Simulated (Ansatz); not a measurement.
Starting cell, Ca (fcc, Cu type):

```yaml
crystal:
  lattice:
    - [0.00000, 5.56856, 5.56856]
    - [2.78428, 0.00000, 2.78428]
    - [2.78428, 2.78428, 0.00000]
  atoms:
    - { symbol: Ca, position: [0.00000, 0.00000, 0.00000] }
    - { symbol: Ca, position: [0.50000, 0.00000, 0.00000] }
```

The atoms are displaced by Q × the pattern below (from a DFPT mode at L = (0.5, 0.0, 0.0), largest move 1; Q in Å), at fixed cell. (q is in reciprocal vectors of the primitive cell; the cell shown is doubled to hold the pattern.)

```
atom       x       y       z
----  ------  ------  ------
Ca1   -0.577   0.577   0.577
Ca2    0.577  -0.577  -0.577
```

Computed with r2SCAN (plane waves to 500 eV, PAW, scalar-relativistic; Ansatz, a first-principles code). k mesh 7×14×14 (Γ-centred), Fermi-Dirac smearing 0.05 eV. E stands for the smeared free energy. With partly filled bands, energies and forces of such displacements shift with the k mesh and the smearing. Ca was relaxed with its symmetry unable to fall. The PAW data are Ansatz's earlier set. The zero of ΔE is the undisplaced structure. The last digit holds for this mesh only.

```
Q (Å)    ΔE (meV/cell)
-------  -------------
-0.1000          38.14
-0.0833          26.47
-0.0667          16.94
-0.0500           9.52
-0.0333       withheld
-0.0167           1.06
0.0000            0.00
0.0167            1.06
0.0333        withheld
0.0500            9.52
0.0667           16.94
0.0833           26.47
0.1000           38.14
```

**Question.** Fit an even polynomial form (powers 2, 4) to the given rows and predict ΔE at Q = 0.0333.

**Answer.** Least squares on the 11 given rows: ΔE = (3807)·Q² + (735.8)·Q⁴, in meV/cell with Q in Å; root-mean-square residual 0.009 meV/cell. At 0.0333 the fit gives 4.22 meV/cell; the calculation gives 4.23 meV/cell, so the interpolation is off by -0.01 (-0.2 %). The quadratic term alone would give 4.22 meV/cell.

(A displaced cell: forces are minus the slopes of the energy, force constants its curvatures, and phonons follow from these.)
